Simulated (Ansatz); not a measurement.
**How far is PAW off for Li?**

```yaml
crystal:
  lattice:
    - [1.55050, 0.89518, 7.43653]
    - [-1.55050, 0.89518, 7.43653]
    - [0.00000, -1.79036, 7.43653]
  atoms:
    - { symbol: Li, position: [0.00000, 0.00000, 0.00000] }
    - { symbol: Li, position: [0.22200, 0.22200, 0.22200] }
    - { symbol: Li, position: [0.77800, 0.77800, 0.77800] }
```

Atoms are numbered in the order listed.

Conventional cell: a = 3.101 Å, b = 3.101 Å, c = 22.310 Å, α = 90.00°, β = 90.00°, γ = 120.00°. Li (atom 1) has 12 Li at 3.06 to 3.10 Å as nearest neighbours. Li (atom 2) is surrounded by 12 Li at 3.05 to 3.10 Å.

The cell comes from COD entry 9017802, which wasn't checked; take it as a given geometry. The listed cell was then made from it by scaling, straining or moving an atom.

Methods: DFT, LDA, PAW with Ansatz's default frozen-core files, scalar-relativistic (Ansatz 0.2.0); DFT, LDA, all-electron PAW with datasets made for the crystal, scalar-relativistic (Ansatz 0.2.0); DFT, LDA, all-electron LAPW, scalar-relativistic (Ansatz 0.2.0).

For PAW: a Γ-centred 12×12×12 k mesh, Fermi–Dirac smearing of 0.08 eV, cutoff 420 eV, no spin polarisation; the PAW files were made with PBE, and the program remakes their frozen cores for this functional. The crystal-made all-electron datasets (AE datasets) take a cutoff of 100 eV at this cell. LAPW targets a basis error of 1 meV/atom. The Ansatz runs share mesh, smearing and spin set-up. Plane-wave (PAW) pressures include the program's estimate of the Pulay term.

Stress and pressure are positive in compression.

| quantity | PAW | AE datasets | LAPW |
| --- | --- | --- | --- |
| pressure (GPa) | -1.10 | -1.10 | -1.09 |
| stress xx (GPa) | -1.19 | -1.19 | -1.18 |
| stress zz (GPa) | -0.92 | -0.91 | -0.91 |

PAW's pressure differs from the LAPW value by about 0.01 GPa or less. Datasets made for the crystal and LAPW share parts of one code, so their agreement isn't an independent check.
